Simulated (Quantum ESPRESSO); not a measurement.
## Kohn-Sham bands of Cs2O (R-3m)

```yaml
crystal:
  lattice:
    - [-2.09896, 3.63551, 0.00000]
    - [-4.19793, 0.00000, 0.00000]
    - [-2.09896, 1.21184, 6.69800]
  atoms:
    - { symbol: Cs, position: [0.74212, 0.74212, 0.77364] }
    - { symbol: Cs, position: [0.25788, 0.25788, 0.22636] }
    - { symbol: O, position: [0.00000, 0.00000, 0.00000] }
```

Structure: Materials Project mp-7988, symmetrised, not relaxed again. COD (Crystallography Open Database) has an entry of this formula and space group (matched by these alone). Computed values, not measurements, from PBEsol: Quantum ESPRESSO (norm-conserving PseudoDojo potentials, cutoff 68 Ry, no spin polarisation, no spin-orbit coupling) on a Γ-centred 8×8×8 mesh, then Wannier90. Density: 8×8×8 mesh, Gaussian smearing 0.01 Ry. Spin-orbit coupling is left out although heavy elements are present.

Energies are relative to the valence-band maximum; weights are on the orthonormalised atomic waves of the pseudopotential files, averaged over the group. 24 electrons a cell are treated as valence.

Question: Into which isolated groups do the bands fall, where do they lie and what are they made of?

Answer: 
```
bands  from (eV)  to (eV)  filling           weight on atomic waves
-----  ---------  -------  -------  -------------------------------
1–2       -21.54   -21.20   filled            Cs 5s 94 %, Cs 6s 5 %
3         -14.70   -14.52   filled  O 2s 90 %, Cs 6s 5 %, Cs 5p 4 %
4–9        -9.08    -7.57   filled                       Cs 5p 96 %
10–12      -0.94     0.00   filled                        O 2p 86 %
```

The Kohn-Sham gap over both meshes and the path is 0.94 eV.
